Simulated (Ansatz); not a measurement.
Cu: from a starting cell to a relaxed one

The start is a relaxed Cu cell displaced along its unstable phonon at q = (½, 0, 0) of its primitive reciprocal cell (68i cm⁻¹), largest move 0.15 Å. The cell and all atomic positions are relaxed at zero pressure with PBEsol (plane waves to 420 eV, PAW, scalar-relativistic; Ansatz, a first-principles code). First-step values are on the input's coarse k-mesh.

Ansatz input (later rounds restart from its end on a renewed k-mesh):
Ansatz 0.2 input:
```yaml
crystal:
  lattice:
    - [0, 5.230594096, 5.230594096]
    - [2.615297048, 0, 2.615297048]
    - [2.615297048, 2.615297048, 0]
  atoms:
    - { symbol: Cu, position: [0.125, 0.2038194081, 0.2798211778] }
    - { symbol: Cu, position: [0.625, 0.2961805919, 0.2201788222] }
    - { symbol: Cu, position: [0, -0.0461805919, 0.0298211778] }
    - { symbol: Cu, position: [0.5, 0.0461805919, 0.9701788222] }
basis: { ecutwfc: 420, ecutrho_ratio: 4, xc_grid: 2, fft_grid_basis: typed }
kpoints: { mp_grid: { grid: [6, 11, 11] } }
hamiltonian:
  xc: pbesol
  dispersion: none
  pseudopotentials: { kind: paw }
scf: { occupations: { method: fermi_dirac, width: 0.05 } }
relax: { f_tol: 0.01, max_steps: 100, cell: { stress_tol: 0.02 } }
output: { forces: true, stress: true }
```

Task: Which atoms feel the largest initial force, and how large is it?

Result: 0.20 eV/Å, on Cu1, Cu2, Cu3, Cu4 (atoms numbered as listed).

Task: Is the parent structure recovered?

Result: It does not go back: it reaches Fm-3m (No. 225), fcc (Cu type), 1.20 eV/atom below the parent.

Task: How do the shortest distances between atoms change?

Result: The closest pairs of elements (up to four, under 3.6 Å), start → end: Cu–Cu 2.26 → 2.52 Å.

Task: What band gap does the relaxed structure have at this level?

Result: Zero (metallic).

Task: Give the final cell and atomic positions.

Result: 
```cif
data_Cu4
_chemical_formula_sum 'Cu4'
_space_group_name_H-M_alt 'Fm-3m'
_space_group_IT_number 225
_space_group_name_Hall '-F 4 2 3'
_cell_length_a 3.56359
_cell_length_b 3.56359
_cell_length_c 3.56359
_cell_angle_alpha 90.000
_cell_angle_beta 90.000
_cell_angle_gamma 90.000
loop_
_atom_site_label
_atom_site_type_symbol
_atom_site_symmetry_multiplicity
_atom_site_Wyckoff_symbol
_atom_site_fract_x
_atom_site_fract_y
_atom_site_fract_z
_atom_site_occupancy
Cu1 Cu 4 b 0.50000 0.50000 0.50000 1
```
(The calculation used a cell of 1 atom; values per cell refer to that cell.)

Final values are on a 22×22×22 k-mesh of the relaxed cell. No spin polarisation in the result.

The run could not lose the symmetry of its start.

Of the parent cell (Fd-3m (No. 227)): it is a generated cell of Cu: the first start was made by placing the elements on the sites of a structure type, and the end was not matched to a known phase here, so it may be hypothetical. Known forms of Cu include space group No. 225.
